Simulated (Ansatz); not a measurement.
## How much do the gradients of SrLiSbS₃ depend on the method?

Cell: a refined structure from the COD, ions relaxed with PBE at fixed cell.

Space group P2_1/c (No. 14); a = 5.9300, b = 12.3260, c = 7.9410 Å, β = 90.31°.

```csv
site,Wyckoff,site symmetry,x,y,z
Li,4e,1,0.2380,0.7305,0.3547
Sr,4e,1,0.7540,0.5756,0.1493
Sb,4e,1,0.7321,0.9070,0.1465
S13,4e,1,0.3212,0.8795,0.1332
S17,4e,1,0.8137,0.7682,0.3676
S21,4e,1,0.7423,0.0676,0.3442
```

One atom of each set is listed.

First run. Method: Kohn–Sham DFT in Ansatz, PBE, plane waves and PAW, scalar-relativistic, 420 eV cutoff, Γ-centred 5×3×4 k-points, Fermi–Dirac smearing 0.02 eV.

```json
{"site": "Li", "V_zz (10²¹ V/m²)": "-0.084", "η": "0.85"}
{"site": "Sr", "V_zz (10²¹ V/m²)": "-2.84", "η": "0.57"}
{"site": "Sb", "V_zz (10²¹ V/m²)": "-19.45", "η": "0.36"}
{"site": "S13", "V_zz (10²¹ V/m²)": "13.85", "η": "0.10"}
{"site": "S17", "V_zz (10²¹ V/m²)": "13.64", "η": "0.05"}
{"site": "S21", "V_zz (10²¹ V/m²)": "11.98", "η": "0.05"}
```

Second run. The same atoms and settings, except that the functional is r2SCAN and the cutoff is 500 eV.

Task: Given the first result, estimate the second.

Result: 

| site | V_zz | η | change of V_zz |
| --- | --- | --- | --- |
| Li | -0.078 | 0.84 | +0.01 |
| Sr | -2.97 | 0.54 | -0.13 |
| Sb | -21.7 | 0.35 | -2.22 |
| S13 | 14.21 | 0.08 | +0.36 |
| S17 | 13.91 | 0.06 | +0.27 |
| S21 | 12.27 | 0.05 | +0.29 |

The largest change of V_zz is on Sb, from -19.45 to -21.7. In per cent, |V_zz| changes by +5 on Sr, +11 on Sb, +2 to +3 on S (all sites that start above 0.5).

Without spin–orbit coupling (the program notes it for Sb and Sr) the gradients are little affected as a rule: paired runs on crystals with a gap mostly move them by under 2 % at such atoms. With these PAW files V_zz is typically within 2 to 3 % of all-electron values, but misses above 10 % occur on Li, Sb.
For the second run: The largest force is 0.3 eV/Å, so the atoms aren't at the calculated equilibrium and relaxing them would move these values.
